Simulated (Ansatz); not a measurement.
Input file for Ansatz (a first-principles code):

Ansatz 0.2 input:
```yaml
crystal:
  lattice:
    - [0.0, 3.8649955566, 3.8649955566]
    - [3.8649955566, 0.0, 3.8649955566]
    - [3.8649955566, 3.8649955566, 0.0]
  atoms:
    - { symbol: Si, position: [0.625, 0.625, 0.125] }
    - { symbol: Si, position: [0.625, 0.125, 0.625] }
    - { symbol: Si, position: [0.625, 0.625, 0.625] }
    - { symbol: Si, position: [0.125, 0.625, 0.625] }
    - { symbol: Si, position: [0.25, 0.25, 0.25] }
    - { symbol: Si, position: [0.0, 0.0, 0.0] }
    - { symbol: N, position: [0.8675722855, 0.8675722855, 0.8675722855] }
    - { symbol: N, position: [0.8527168565, 0.3824277145, 0.3824277145] }
    - { symbol: N, position: [0.8675722855, 0.8675722855, 0.3972831435] }
    - { symbol: N, position: [0.3824277145, 0.8527168565, 0.3824277145] }
    - { symbol: N, position: [0.3972831435, 0.8675722855, 0.8675722855] }
    - { symbol: N, position: [0.3824277145, 0.3824277145, 0.3824277145] }
    - { symbol: N, position: [0.8675722855, 0.3972831435, 0.8675722855] }
    - { symbol: N, position: [0.3824277145, 0.3824277145, 0.8527168565] }
kpoints:
  mp_grid: { grid: [6, 6, 6] }
hamiltonian:
  xc: r2scan
  pseudopotentials: { azcp: { folder: ./paw }, kind: paw }
scf:
  occupations: { method: fixed }
elastic: { mode: relaxed_ion, stencil: two_point, amplitude: 0.005, f_tol: 0.0005 }
```

Output (shortened):

```
Pseudopotential: Si, paw, valence charge 4
Pseudopotential: N, paw, valence charge 5
Functional definition: r2SCAN
Crystal: 14 atoms, lattice volume = 115.472 Å³
Basis set: ecut = 500 eV, 2891 PW (Γ), exchange–correlation on 160×160×160 points (64 copies of the dense FFT grid, shifted against one another)
Bands: 46, of which v1, the nominal top of the filled ones, is band 32 counted from 1 (31 counted from 0)
Symmetry: 48 space group operations
Space group: Fd-3m (ITA 227), of the structure as read, at distance tolerance 4.9e-5 Å
k-points: 16 of 216
SCF 1 converged in 11 iterations: F = -6928.577216 eV  dr2 = 1.86e-15
Crystal: 14 atoms, lattice volume = 115.472 Å³
SCF 2 converged in 2 iterations: F = -6928.577216 eV  dr2 = 5.82e-16
Crystal: 14 atoms, lattice volume = 114.895 Å³
Symmetry: 16 space group operations
k-points: 30 of 216
SCF 3 converged in 9 iterations: F = -6928.571731 eV  dr2 = 3.67e-14
relax step   1: F+E_penalty+E_count = -6928.57173121 eV  Δ(F+E_penalty+E_count) = +0.000e0 eV  max|allowed force component| = 3.796e-2 eV/Å  Δτ_max = 0.0000 Å  (9 SCF iters, accepted)
Crystal: 14 atoms, lattice volume = 114.895 Å³
SCF 4 converged in 8 iterations: F = -6928.571896 eV  dr2 = 4.16e-15
relax step   2: F+E_penalty+E_count = -6928.57189606 eV  Δ(F+E_penalty+E_count) = -1.649e-4 eV  max|allowed force component| = 2.414e-2 eV/Å  Δτ_max = 0.0007 Å  (8 SCF iters, accepted)
Crystal: 14 atoms, lattice volume = 114.895 Å³
SCF 5 converged in 8 iterations: F = -6928.572045 eV  dr2 = 9.05e-14
relax step   3: F+E_penalty+E_count = -6928.57204458 eV  Δ(F+E_penalty+E_count) = -1.485e-4 eV  max|allowed force component| = 3.975e-3 eV/Å  Δτ_max = 0.0017 Å  (8 SCF iters, accepted)
Crystal: 14 atoms, lattice volume = 114.895 Å³
SCF 6 converged in 7 iterations: F = -6928.572048 eV  dr2 = 3.89e-14
relax step   4: F+E_penalty+E_count = -6928.57204794 eV  Δ(F+E_penalty+E_count) = -3.363e-6 eV  max|allowed force component| = 4.564e-4 eV/Å  Δτ_max = 0.0002 Å  (7 SCF iters, accepted)
Crystal: 14 atoms, lattice volume = 114.895 Å³
SCF 7 converged in 2 iterations: F = -6928.572048 eV  dr2 = 1.59e-14
Crystal: 14 atoms, lattice volume = 116.049 Å³
Basis set: ecut = 500 eV, 2899 PW (Γ), exchange–correlation on 160×160×160 points (64 copies of the dense FFT grid, shifted against one another)
SCF 8 converged in 9 iterations: F = -6928.571910 eV  dr2 = 3.22e-14
relax step   1: F+E_penalty+E_count = -6928.57190960 eV  Δ(F+E_penalty+E_count) = +0.000e0 eV  max|allowed force component| = 3.285e-2 eV/Å  Δτ_max = 0.0000 Å  (9 SCF iters, accepted)
Crystal: 14 atoms, lattice volume = 116.049 Å³
SCF 9 converged in 8 iterations: F = -6928.572158 eV  dr2 = 4.04e-14
relax step   2: F+E_penalty+E_count = -6928.57215828 eV  Δ(F+E_penalty+E_count) = -2.487e-4 eV  max|allowed force component| = 2.525e-4 eV/Å  Δτ_max = 0.0020 Å  (8 SCF iters, accepted)
Crystal: 14 atoms, lattice volume = 116.049 Å³
SCF 10 converged in 2 iterations: F = -6928.572158 eV  dr2 = 1.56e-14
Crystal: 14 atoms, lattice volume = 115.471 Å³
Symmetry: 8 space group operations
k-points: 46 of 216
SCF 11 converged in 10 iterations: F = -6928.573894 eV  dr2 = 8.74e-15
relax step   1: F+E_penalty+E_count = -6928.57389411 eV  Δ(F+E_penalty+E_count) = +0.000e0 eV  max|allowed force component| = 4.256e-2 eV/Å  Δτ_max = 0.0000 Å  (10 SCF iters, accepted)
Crystal: 14 atoms, lattice volume = 115.471 Å³
SCF 12 converged in 8 iterations: F = -6928.573950 eV  dr2 = 4.61e-14
relax step   2: F+E_penalty+E_count = -6928.57394968 eV  Δ(F+E_penalty+E_count) = -5.557e-5 eV  max|allowed force component| = 1.955e-2 eV/Å  Δτ_max = 0.0010 Å  (8 SCF iters, accepted)
Crystal: 14 atoms, lattice volume = 115.471 Å³
SCF 13 converged in 8 iterations: F = -6928.573957 eV  dr2 = 2.42e-14
relax step   3: F+E_penalty+E_count = -6928.57395665 eV  Δ(F+E_penalty+E_count) = -6.968e-6 eV  max|allowed force component| = 5.246e-3 eV/Å  Δτ_max = 0.0008 Å  (8 SCF iters, accepted)
Crystal: 14 atoms, lattice volume = 115.471 Å³
SCF 14 converged in 8 iterations: F = -6928.573963 eV  dr2 = 7.71e-15
relax step   4: F+E_penalty+E_count = -6928.57396263 eV  Δ(F+E_penalty+E_count) = -5.986e-6 eV  max|allowed force component| = 4.838e-4 eV/Å  Δτ_max = 0.0002 Å  (8 SCF iters, accepted)
Crystal: 14 atoms, lattice volume = 115.471 Å³
SCF 15 converged in 2 iterations: F = -6928.573963 eV  dr2 = 7.50e-16
Crystal: 14 atoms, lattice volume = 115.471 Å³
SCF 16 converged in 10 iterations: F = -6928.573894 eV  dr2 = 8.67e-15
relax step   1: F+E_penalty+E_count = -6928.57389411 eV  Δ(F+E_penalty+E_count) = +0.000e0 eV  max|allowed force component| = 4.256e-2 eV/Å  Δτ_max = 0.0000 Å  (10 SCF iters, accepted)
Crystal: 14 atoms, lattice volume = 115.471 Å³
SCF 17 converged in 8 iterations: F = -6928.573962 eV  dr2 = 9.64e-14
relax step   2: F+E_penalty+E_count = -6928.57396188 eV  Δ(F+E_penalty+E_count) = -6.777e-5 eV  max|allowed force component| = 2.144e-3 eV/Å  Δτ_max = 0.0016 Å  (8 SCF iters, accepted)
Crystal: 14 atoms, lattice volume = 115.471 Å³
SCF 18 converged in 7 iterations: F = -6928.573963 eV  dr2 = 1.75e-14
relax step   3: F+E_penalty+E_count = -6928.57396260 eV  Δ(F+E_penalty+E_count) = -7.297e-7 eV  max|allowed force component| = 6.723e-4 eV/Å  Δτ_max = 0.0001 Å  (7 SCF iters, accepted)
Crystal: 14 atoms, lattice volume = 115.471 Å³
SCF 19 converged in 6 iterations: F = -6928.573963 eV  dr2 = 5.37e-14
relax step   4: F+E_penalty+E_count = -6928.57396267 eV  Δ(F+E_penalty+E_count) = -6.873e-8 eV  max|allowed force component| = 3.085e-5 eV/Å  Δτ_max = 0.0000 Å  (6 SCF iters, accepted)
Crystal: 14 atoms, lattice volume = 115.471 Å³
SCF 20 converged in 2 iterations: F = -6928.573963 eV  dr2 = 1.54e-14
SCF converged after 2 iterations
Free energy (F): -6928.577216 eV
Harris-Foulkes:  -6928.577216 eV  (|F-HF|=2.73e-12)
Internal energy: -6928.577216 eV  (E = F + TS)
E sigma→0 (E₀):  -6928.577216 eV
Fermi energy:    11.092495 eV
--- Per-component energies (eV) ---
  E_band       = 254.127032
  E_kinetic    = 1357.386021
  E_local      = -1345.968286  (includes V_loc(G=0)·N_el)
  E_nonlocal   = 390.948186
  E_hartree    = 493.123975
  E_xc         = -809.962801
  E_vxc        = -1005.279947  (∫ρ·V_xc dr)
  E_paw        = -4151.400805  (= ΣΔE_a)
  E_vpaw       = -182.160828  (= ΣTr[D̂ρ^β])
  E_aug_tail   = 0.000085  (compensation charges beyond the density's cutoff)
  E_vtau       = 52.953849  (kinetic-family band-sum trace: ∫τ·v_τ [+ j·A + Jᵃ·Aᵃ] dr)
  E_ewald      = -2862.008474
  E_core_change = -0.695117  (= ΣΔE_core)
  E_smearing   =  0.000000  (= −TS)
  E_closure    =  0.000000  (closes the sum)
  Σ components = -6928.577216   (vs F -6928.577216, Δ=0.00e0)
--- Forces (eV/Å), atoms counted from 1 ---
  atom   1  Si     0.00000000     0.00000000     0.00000000
  atom   2  Si     0.00000000     0.00000000     0.00000000
  atom   3  Si     0.00000000     0.00000000     0.00000000
  atom   4  Si     0.00000000     0.00000000     0.00000000
  atom   5  Si     0.00000000     0.00000000     0.00000000
  atom   6  Si     0.00000000     0.00000000     0.00000000
  atom   7  N      0.00009820     0.00009820     0.00009820
  atom   8  N     -0.00009820     0.00009820     0.00009820
  atom   9  N     -0.00009820    -0.00009820     0.00009820
  atom  10  N      0.00009820    -0.00009820     0.00009820
  atom  11  N      0.00009820    -0.00009820    -0.00009820
  atom  12  N     -0.00009820    -0.00009820    -0.00009820
  atom  13  N     -0.00009820     0.00009820    -0.00009820
  atom  14  N      0.00009820     0.00009820    -0.00009820
  max |Σ_I F_I| component: 6.29e-17 eV/Å
--- Stress (GPa, compression-positive) ---
        0.007250       0.000000       0.000000
        0.000000       0.007250       0.000000
        0.000000       0.000000       0.007250
  P = ⅓ Tr σ = 0.0073 GPa (0.073 kbar)
--- Band table (eV; the first three rows and the last of 16) ---
  k-point 0: bands = ["-8.7818", "-5.4184", "-4.4924", "-4.4924", "-4.4924", "-3.4708", "-3.4708", "-3.4708", "0.2708", "1.3096", "1.8804", "1.8804", "1.8804", "3.5654", "3.5654", "6.7148", "6.7148", "6.7148", "8.6373", "8.6373", "8.6373", "9.1245", "9.1245", …
  k-point 1: bands = ["-8.6282", "-5.5915", "-4.8037", "-4.4599", "-4.4599", "-3.5802", "-3.5783", "-3.5783", "0.6386", "1.6152", "2.0900", "2.0900", "2.4750", "3.8300", "3.8300", "6.2278", "6.6489", "6.6489", "8.2406", "8.2406", "8.5564", "8.7265", "9.0207", …
  k-point 2: bands = ["-8.1919", "-6.3265", "-4.9663", "-4.3564", "-4.3564", "-3.8565", "-3.8247", "-3.8247", "1.3899", "2.3046", "2.6599", "2.6599", "3.8885", "4.2668", "4.2668", "5.4291", "6.4372", "6.4372", "7.2705", "7.8486", "7.8486", "8.5148", "8.5148", …
  k-point 15: bands = ["-7.0100", "-7.0100", "-5.6704", "-5.6704", "-4.1748", "-4.1748", "-3.4614", "-3.4614", "3.0461", "3.0461", "3.7313", "3.7313", "4.7164", "4.7164", "5.3973", "5.3973", "5.6694", "5.6694", "6.5571", "6.5571", "7.2545", "7.2545", …
--- Elastic constants: 2 strain directions × 2 members + reference (group order 48) ---
  dense FFT box of the reference and of every strained cell: 40×40×40
  strains applied: 11, 23; error gains: componentwise 1.00 (the most a stress slope's error grows in a printed constant), spectral 1.73 (1 for all six strains …
  C = ∂σ_k/∂η_j (tension-positive GPa; Voigt order 11 22 33 23 13 12):
       565.247    200.221    200.221      0.000      0.000      0.000
       200.221    565.247    200.221      0.000      0.000      0.000
       200.221    200.221    565.247      0.000      0.000      0.000
         0.000      0.000      0.000    359.354      0.000      0.000
         0.000      0.000      0.000      0.000    359.354      0.000
         0.000      0.000      0.000      0.000      0.000    359.354
  reference stress σ⁰ (GPa):     -0.007     -0.007     -0.007      0.000      0.000      0.000
  moduli (Voigt/Reuss/Hill, GPa): K = 321.90/321.90/321.90   G = 288.62/258.98/273.80   E = 639.95   ν = 0.169
  mechanically stable: yes (min eigenvalue of sym C = 359.35 GPa)
  strain η (Voigt 11):  stress-route row diagonal C_11 = 565.25 GPa, energy-path curvature d²(F+E_count+ΔE)/dδ²/Ω₀ = 565.33 GPa
         δ    σ_11 (GPa)             F (eV)   n_scf  n_hpsi   n_pw
    -5.000e-3      -2.8706       -6928.5720479       2   10341   2938   relax 4 steps, max|allowed force component| 4.56e-4 eV/Å
     5.000e-3       2.7819       -6928.5721583       2   10366   2960   relax 2 steps, max|allowed force component| 2.52e-4 eV/Å
  strain η (Voigt 23):  stress-route row diagonal C_44 = 359.35 GPa, energy-path curvature d²(F+E_count+ΔE)/dδ²/Ω₀ = 359.37 GPa
         δ    σ_23 (GPa)             F (eV)   n_scf  n_hpsi   n_pw
    -5.000e-3      -1.7968       -6928.5739626       2   15867   2950   relax 4 steps, max|allowed force component| 4.84e-4 eV/Å
     5.000e-3       1.7968       -6928.5739627       2   15879   2950   relax 4 steps, max|allowed force component| 3.09e-5 eV/Å
```

Cost: about 12 core-minutes (a rough figure) on shared cores.

The r²SCAN relaxation kept the symmetry of its start; of distortions, only those at the zone centre were tested.

Potentials: the earlier of the program's two PAW sets.

Ansatz is a plane-wave DFT program.
